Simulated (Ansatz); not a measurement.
Here is the system:

BaF₂ (fluorite), conventional cell a = b = c = 6.195 Å, α = β = γ = 90.00°. The calculation uses the primitive cell of 3 atoms, to which meshes and values per cell refer.

Equation-of-state scan: isotropic scaling of the cell above, V₀ being its volume. Symmetry pins the atoms to their sites.

Calculation: r2SCAN (plane waves to 500 eV, PAW, scalar-relativistic; Ansatz, a quantum-chemistry and plane-wave program). k mesh 9×9×9 (Γ-centred), Fermi-Dirac smearing 0.05 eV. The energy includes the smearing's −TS. Compression counts positive. BaF2 was relaxed with its symmetry unable to fall. The zero of ΔE is the relaxed starting cell.

The scan covers V/V₀ from 0.940 to 1.060 in 11 points.

Problem. What is the fitted pressure derivative B₀′?

Solution. 4.7.

Problem. What bulk modulus B₀ follows from a third-order Birch-Murnaghan fit?

Solution. 61.1 GPa.

(A scan under strain: stresses follow from slopes of the energy per volume, elastic moduli from its curvatures.)
